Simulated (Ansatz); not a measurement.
MgSe:
```xyz
2
Lattice="0.0000 2.7361 2.7361 2.7361 0.0000 2.7361 2.7361 2.7361 0.0000" Properties=species:S:1:pos:R:3 pbc="T T T"
Mg     2.7361     2.7361     2.7361
Se     0.0000     0.0000     0.0000
```

r²SCAN (plane waves, PAW; program Ansatz) gives a gap of 2.48 eV without spin–orbit coupling, maximum at Γ, minimum at X.

Problem. What happens when spin–orbit coupling is switched on?

Solution. The gap falls by 0.14 eV, to 2.34 eV; maximum at Γ, minimum at X.

Problem. How large is the spin–orbit splitting of the valence top at Γ?

Solution. The fourfold level lies 0.41 eV above the split-off pair.

Problem. Give the electron effective mass with spin–orbit coupling.

Solution. 0.25, 0.25, 0.48 mₑ (principal values).

Problem. Give the hole effective mass with spin–orbit coupling, band 1 of 2 at the edge.

Solution. 0.77 along [100], 1.5 along [110], 2.1 along [111] (mₑ).

Problem. Give the hole effective mass with spin–orbit coupling, band 2 of 2 at the edge.

Solution. 0.25 along [100], 0.22 along [110], 0.21 along [111] (mₑ).

Space group Fm-3m (rock salt). The cell was relaxed with r²SCAN under the symmetry of its start. The volume moved by -30 % from the start of the relaxation.

Potentials: the later of the program's two PAW sets.
